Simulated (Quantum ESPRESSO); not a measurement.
Simulation results for Ga₃SiCN₃ (made-up cell)

All values are calculated (Quantum ESPRESSO 7.5). Calculation on a made-up crystal cell, not a measurement, rerun at a higher cutoff and a denser mesh: periodic Kohn-Sham density functional theory in plane waves with PseudoDojo standard norm-conserving scalar-relativistic pseudopotentials, each functional with its own files (v0.5 for PBE, v0.4.1 for LDA and PBEsol), no spin polarisation, no spin-orbit coupling, atoms not relaxed, stress positive in tension, energies less a fixed whole-eV offset for each atom's element; levels are Kohn-Sham levels at fractions of this cell's reciprocal vectors, counted from the reference band (half the neutral cell's valence electrons, rounded up) at Gamma; error bars give the change to or from the runs named with them, not the error of the files; each bar is the largest change over components, and at least 0.002 eV, 0.002 eV per angstrom or 0.02 GPa; energies are for the whole cell, and the offsets were chosen from early runs and are not element reference energies.

Entry: Ga₃SiCN₃ (made-up cell)

```
Ga3SiCN3
1.0
      3.2619     0.0397     0.0574
      0.0687     5.5182     0.0241
      0.0937     0.0227     5.3273
Ga Si Ga C N
2 1 1 1 3
Direct
  -0.02168 0.02323 0.00754
  0.50633 0.49267 -0.01121
  0.48137 0.16162 0.50402
  -0.00849 0.65476 0.50285
  0.01273 -0.00263 0.36665
  0.54638 0.50733 0.38217
  0.51453 0.16197 0.85850
  -0.03058 0.67431 0.86145
```

* lattice type: wurtzite
* functional: pbe
* cutoff: 1437 eV
* fermi dirac smearing: 0.025 eV
* scf tolerance: 1e-07 eV
* electrons removed: 0
* k mesh: 7 x 6 x 6, shifted by half a step
* free energy less offsets: -3.474 eV
* scf iterations: 13
* smearing term minus ts: 0 eV
* pressure: -5.826 GPa
* stress xx: 5.99 GPa
* stress yy: 5.16 GPa
* stress zz: 6.329 GPa
* stress yz: 0.7169 GPa
* stress xz: 0.6948 GPa
* stress xy: 1.248 GPa
* reference band: 31
* error bar energy: 0.009495 eV
* error bar stress: 0.07357 GPa
* error bar force: 0.008269 eV/Å
* error bar next band up: 0.002135 eV
* error bars from: change from the looser run of this cell

Atoms:
```csv
atoms element,atom site,atom energy offset (eV)
Ga,1,-2080
Ga,2,-2080
Si,3,-115
Ga,4,-2080
C,5,-163
N,6,-283
N,7,-283
N,8,-283
```

Forces:
```csv
site,x (eV/Å),y (eV/Å),z (eV/Å)
1,1.268,-2.052,-0.7216
2,-0.7239,1.56,0.4528
3,1.604,0.2148,-0.9146
4,1.995,1.575,-0.08745
5,-0.5489,2.196,2.424
6,-2.992,-3.788,-0.7118
7,-1.738,0.777,-1.905
8,1.135,-0.4819,1.464
```

Levels:
```csv
level k point,next band up (eV)
Gamma,1.414
"(1/2,1/2,1/2)",2.586
"(0.15,0,0)",2.387
"(0,0.15,0)",1.865
"(0,0,0.15)",1.938
```
